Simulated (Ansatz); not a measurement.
A plane-wave DFT run in Ansatz 0.2.0 (scalar-relativistic PAW potentials unless the input names others): input and command.

```yaml
crystal:
  lattice:
    - [0.0, 2.2934176608, 1.6214462862]
    - [2.2934176608, 0.0, 1.6214462862]
    - [2.2934176608, 2.2934176608, 0.0]
  atoms:
    - { symbol: Ag, position: [0.0, 0.0, 0.0] }
basis:
  ecutwfc: "250 eV"
kpoints:
  mp_grid: { grid: [22, 22, 22] }
hamiltonian:
  xc: pbesol
scf:
  occupations: { method: gaussian, width: 0.15 }
  algorithm: density_mixing
output:
  forces: true
  eigenvalues: true
  stress: true
magnetization:
  spin_polarized: true
```

```bash
ansatz run input.yaml --threads 1 --pin off --max-ram 2560MiB --backend cpu --events-out ev --progress --plain --runs-dir out
```

Abridged log:
```
Warning: basis.ecutwfc = 250 eV is below the records' recommended 420 eV, and the density's cutoff is lower with it unless basis.ecutrho_ratio is high enough to keep the records' density cutoff: compare with a run at a higher cutoff
Basis set: ecut = 250 eV, 141 PW (Γ), exchange–correlation on 30×30×36 points (8 copies of the dense FFT grid, shifted against one another)
Bands: 14, of which v1, the nominal top of the filled ones, is band 10 counted from 1 (9 counted from 0)
Symmetry: 16 space group operations
k-points: 834 of 10648
SCF iter   1: F=—  HF=-7521.399678 eV  |F-HF|=—  |Δ(HF+E_count)|=         —  Δρ=5.39e-2 (↑5.39e-2 ↓5.39e-2) dr2=1.83e0  dr2_m=0.00e0  M=0.000 μB ∫|m|=0.000 μB  β_m=0.30  ethr=3.10e-3  ⟨swp⟩=4.1  Hψ=52996  notcnv=0
spin=Collinear: Kerker preconditioning applied to the charge; magnetization (m = ρ↑ − ρ↓) channel mixes plain (no charge-response kernel on spin).
SCF iter   2: F=—  HF=-7520.722537 eV  |F-HF|=—  |Δ(HF+E_count)|=   6.77e-1  Δρ=4.03e-2 (↑2.33e-2 ↓4.03e-2) dr2=5.87e-1  dr2_m=3.59e-2  M=0.401 μB ∫|m|=0.401 μB  ethr=3.10e-3  ⟨swp⟩=2.8  Hψ=23874  notcnv=0  defer=313
Mixer restart at iter 2: flushing history
SCF iter   3: F=—  HF=-7520.982670 eV  |F-HF|=—  |Δ(HF+E_count)|=         —  Δρ=3.92e-2 (↑3.92e-2 ↓2.06e-2) dr2=5.29e-1  dr2_m=3.16e-2  M=0.060 μB ∫|m|=0.062 μB  β_m=0.30  ethr=3.09e-3  ⟨swp⟩=2.4  Hψ=53626  notcnv=0  defer=565
Mixer restart at iter 3: flushing history
SCF iter   4: F=—  HF=-7520.901000 eV  |F-HF|=—  |Δ(HF+E_count)|=         —  Δρ=1.52e-2 (↑1.52e-2 ↓1.52e-2) dr2=1.71e-1  dr2_m=0.00e0  M=0.000 μB ∫|m|=0.000 μB  β_m=0.30  ethr=2.78e-3  ⟨swp⟩=4.2  Hψ=43016  notcnv=0  defer=294
SCF iter   5: F=—  HF=-7520.870320 eV  |F-HF|=—  |Δ(HF+E_count)|=   3.07e-2  Δρ=8.76e-3 (↑8.76e-3 ↓8.76e-3) dr2=5.92e-2  dr2_m=0.00e0  M=0.000 μB ∫|m|=0.000 μB  β_m=0.49  ethr=9.00e-4  ⟨swp⟩=1.0  Hψ=18348  notcnv=0  defer=311
SCF iter   6: F=—  HF=-7520.861061 eV  |F-HF|=—  |Δ(HF+E_count)|=   9.26e-3  Δρ=2.94e-3 (↑2.94e-3 ↓2.94e-3) dr2=3.24e-3  dr2_m=0.00e0  M=0.000 μB ∫|m|=0.000 μB  β_m=0.75  ethr=3.11e-4  ⟨swp⟩=2.3  Hψ=15555  notcnv=0  defer=311
SCF iter   7: F=—  HF=-7520.862624 eV  |F-HF|=—  |Δ(HF+E_count)|=   1.56e-3  Δρ=3.47e-4 (↑3.47e-4 ↓3.47e-4) dr2=4.35e-5  dr2_m=0.00e0  M=0.000 μB ∫|m|=0.000 μB  β_m=0.87  ethr=1.70e-5  ⟨swp⟩=2.0  Hψ=18417  notcnv=0  defer=311
SCF iter   8: F=—  HF=-7520.862637 eV  |F-HF|=—  |Δ(HF+E_count)|=   1.27e-5  Δρ=1.03e-4 (↑1.03e-4 ↓1.03e-4) dr2=5.85e-6  dr2_m=0.00e0  M=0.000 μB ∫|m|=0.000 μB  β_m=0.94  ethr=2.29e-7  ⟨swp⟩=2.0  Hψ=12169  notcnv=0  defer=311
SCF iter   9: F=—  HF=-7520.862638 eV  |F-HF|=—  |Δ(HF+E_count)|=   1.11e-6  Δρ=2.27e-5 (↑2.27e-5 ↓2.27e-5) dr2=2.30e-7  dr2_m=0.00e0  M=0.000 μB ∫|m|=0.000 μB  β_m=0.97  ethr=3.08e-8  ⟨swp⟩=1.0  Hψ=11347  notcnv=0  defer=311
SCF iter  10: F=-7520.862638 eV  HF=-7520.862638 eV  |F-HF|=7.46e-9  |Δ(HF+E_count)|=   5.03e-9  Δρ=5.01e-6 (↑5.01e-6 ↓5.01e-6) dr2=1.39e-8  dr2_m=0.00e0  M=0.000 μB ∫|m|=0.000 μB  ethr=5.26e-10  ⟨swp⟩=4.6  Hψ=39809  notcnv=0
SCF 1 converged in 10 iterations: F = -7520.862638 eV  dr2 = 1.39e-8
SCF converged after 10 iterations
Magnetization: 0.0000 μB (9.5000 up, 9.5000 down)
Absolute magnetization: 0.0000 μB (∫|ρ↑−ρ↓|)
Spin contamination: 0.0000 ħ² per cell (⟨S²⟩ above its minimum at these occupations)
Per-site moments (μB) at R_I (Å): [(0.0, 1.15859293)]
Free energy (F): -7520.862638 eV
Harris-Foulkes:  -7520.862638 eV  (|F-HF|=7.46e-9)
Internal energy: -7520.857468 eV  (E = F + TS)
E sigma→0 (E₀):  -7520.860053 eV
Entropy (-TS):   -0.005171 eV (-5.171 meV/atom)
Fermi energy:    17.202079 eV
--- Forces (eV/Å), atoms counted from 1 ---
  atom   1  Ag     0.00000000     0.00000000     0.00000000
--- Stress (GPa, compression-positive) ---
        3.338953       0.000000       0.000000
        0.000000       3.338953       0.000000
        0.000000       0.000000       3.341237
  P = ⅓ Tr σ = 3.3397 GPa (33.397 kbar)
```

Apart from outputs and empty bands, the input differs from a reference run on usual settings in magnetization: not typed → {"spin_polarized": true}; scf.algorithm: not typed → "density_mixing"; basis.ecutwfc: 420 → "250 eV". The reference, at the same geometry (not necessarily relaxed), gave pressure -1.84 GPa, largest force 0.000 eV/Å, no gap on the mesh. This run converged in 10 SCF iterations (reference: 6) with an energy at zero smearing 1.3 eV/atom above the reference's, pressure 3.34 GPa, largest force 0.000 eV/Å, no gap on the mesh. Its cutoff is looser than usual, and the result moved.

It took 4.8 s on 1 thread of AMD EPYC 9R14 (Zen 4), on a shared host, peak memory 0.47 GiB.